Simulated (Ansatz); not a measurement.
All numbers below come from Ansatz, DFT PBE, scalar-relativistic, plane waves, PAW. All cells share a 420 eV cutoff and Γ-centred k meshes spaced about 0.3 Å⁻¹ or finer (0.25 for metals, 2π included). These runs have no spin polarisation.

A search over trial structures of B4N3 gave this relaxed cell.

```cif
data_structure
_symmetry_space_group_name_H-M 'P 1'
_symmetry_Int_Tables_number 1
_cell_length_a 4.8737
_cell_length_b 4.8737
_cell_length_c 3.3311
_cell_angle_alpha 104.822
_cell_angle_beta 104.822
_cell_angle_gamma 119.211
_cell_volume 59.58
loop_
_atom_site_label
_atom_site_type_symbol
_atom_site_fract_x
_atom_site_fract_y
_atom_site_fract_z
_atom_site_occupancy
B1 B 0.05511 0.54829 0.67740 1
B2 B 0.45171 0.94489 0.32260 1
B3 B 0.49578 0.50422 0.50000 1
B4 B 0.00067 0.99933 0.50000 1
N1 N 0.83208 0.16792 0.50000 1
N2 N 0.84484 0.68024 0.54243 1
N3 N 0.31976 0.15515 0.45757 1
```

**Question.** Is this structure dynamically stable?

**Answer.** As far as tested, yes. The phonons at Γ show no imaginary mode. (Phonon run: 8×8×10 k mesh, Gaussian smearing of 0.10 eV.) After random moves of the atoms it relaxes back. Other q points weren't tested. The optical modes at Γ run from 265 to 1375 cm⁻¹. Around B on a site of symmetry 1 lie 2 N at 1.45–1.49 Å; B on a site of symmetry 2 has 2 N at 1.43 Å; B on a second site of symmetry 2 is surrounded by 3 N at 1.42 Å; around N on a site of symmetry 2 lie 3 B at 1.42–1.45 Å; 1 more site not described.

An odd number of electrons in the primitive cell allows no gap without spin; a larger cell or a magnetic state could open one. Phonons of metals hang on the k mesh and the smearing.
